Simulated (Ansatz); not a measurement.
**EuSi3 (AuCu3-type structure)**

Level of theory: DFT, PBE, scalar-relativistic, collinear spin; plane waves to 420 eV with PAW datasets (Ansatz 0.2.0), Γ-centred 3×6×6 mesh, 0.05 eV Gaussian smearing; PAW files: Ansatz's generated set soft_2.

```
CELL_PARAMETERS angstrom
8.32689 0.00000 0.00000
0.00000 4.16345 0.00000
0.00000 0.00000 4.16345
ATOMIC_POSITIONS crystal
Eu 0.00000 0.00000 0.00000
Si 0.00000 0.50000 0.50000
Si 0.25000 0.50000 0.00000
Si 0.25000 0.00000 0.50000
Eu 0.50000 0.00000 0.00000
Si 0.50000 0.50000 0.50000
Si 0.75000 0.50000 0.00000
Si 0.75000 0.00000 0.50000
```

The cell came from substitution into a structure type; whether the compound takes it is for experiment to say.

Starting moments: Eu 7.1 μB on each such atom, all parallel.

The run ends ferromagnetic, with site spin moments Eu 6.44 μB.

The cell above (space group Pm-3m at a tolerance of 0.05 Å) comes from a relaxation within its symmetry on a finer mesh. All atoms were then moved at random (spread 0.05 Å) and the cell was relaxed without symmetry.

Question: Is the structure a local minimum under this test?

Answer: It doesn't stay. The energy falls by 109.5 meV/atom and the symmetry goes from Pm-3m to P4mm (No. 99, tolerance 0.05 Å), with a volume change of 10.2 %. It stays metallic.

The relaxed cell:

```cif
data_structure
_symmetry_space_group_name_H-M 'P 1'
_symmetry_Int_Tables_number 1
_cell_length_a 7.8822
_cell_length_b 3.9408
_cell_length_c 5.1192
_cell_angle_alpha 90.003
_cell_angle_beta 90.003
_cell_angle_gamma 89.999
_cell_volume 159.02
loop_
_atom_site_label
_atom_site_type_symbol
_atom_site_fract_x
_atom_site_fract_y
_atom_site_fract_z
_atom_site_occupancy
Eu1 Eu 0.99604 0.00206 0.93026 1
Si1 Si 0.99604 0.50196 0.45926 1
Si2 Si 0.24600 0.50208 0.15962 1
Si3 Si 0.24573 0.00209 0.45907 1
Eu2 Eu 0.49606 0.00205 0.92994 1
Si4 Si 0.49609 0.50198 0.45882 1
Si5 Si 0.74613 0.50211 0.15957 1
Si6 Si 0.74628 0.00212 0.45903 1
```

Conventional cell at that tolerance: a = 3.94 Å, b = 3.94 Å, c = 5.12 Å, α = 90.00°, β = 90.00°, γ = 90.00°.

(step (a selection, trial steps included), E − E(end) (meV/atom)): (1, 122.8), (2, 126.4), (3, 108.3), (5, 88.7), (6, 80.1), (7, 54.5), (8, 25.8), (10, 7.7), (11, 6.7), (12, 5.9), (13, 1.4), (15, 0.1), (16, 0.1), (17, 0.0)

Without a U the 4f levels of Eu lie too near the Fermi level, so their share of the states there, and what hangs on it, is overstated. No spin–orbit coupling, a notable omission for heavy elements. The program warned that another magnetic order may lie lower. Site moments are of spin, integrated over atomic spheres. No antiparallel order was tried. The k-mesh is coarse, so small energy differences aren't converged.
